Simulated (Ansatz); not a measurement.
## Zone-centre phonons of Ir: input and output

The calculation used DFT PBEsol, scalar-relativistic, plane waves, PAW in Ansatz 0.2.0.

Launched with:
```bash
ansatz run input.yaml --threads 1 --pin off --max-ram 3072MiB --backend cpu --events-out ev --progress --plain --runs-dir out
```

Input (bare energies are in eV):
```yaml
crystal:
  lattice:
    - [2.721318738, 0.0, 0.0]
    - [-1.360659369, 2.3567311589, 0.0]
    - [0.0, 0.0, 4.4100191876]
  atoms:
    - { symbol: Ir, position: [0.6666666667, 0.3333333333, 0.75] }
    - { symbol: Ir, position: [0.3333333333, 0.6666666667, 0.25] }
basis:
  ecutwfc: 420
kpoints:
  mp_grid: { grid: [18, 18, 10] }
hamiltonian:
  xc: pbesol
scf:
  occupations: { method: fermi_dirac, width: 0.15 }
output:
  eigenvalues: true
phonons:
  method: dfpt
  eigenvectors: true
```

Results section of the output:
```
--- Phonons (Γ-DFPT): 2 representative perturbations + reference, on 546 of 3240 k-points (Σ response iterations 6) ---
  k mesh reduced under 4 symmetry operations, with k and −k counted as one. Each operation leaves every solved displacement unchanged or reverses it
  ASR residual: 5.382e-4 → 0.000e0 eV/Å²; symmetrization residual: 3.908e-13 eV/Å²
  ASR residual per site (eV/Å²): 5.38e-4 5.38e-4
  Γ frequencies (cm⁻¹): 0.00 0.00 0.00 121.66 121.66 200.93
  non-analytic LO–TO correction: not included (Born effective charges unavailable; polar crystals: no LO–TO splitting at Γ)
```

The run took 64 s on 1 thread of Intel(R) Xeon(R) Platinum 8488C (Sapphire Rapids), on a shared host, peak memory 1.2 GiB.

In a metal, frequencies and elastic constants depend on the k mesh and the smearing, soft modes and shear constants most. Spin–orbit coupling is left out, which can shift energies with elements as heavy as these.

This form isn't the element's structure at ambient conditions.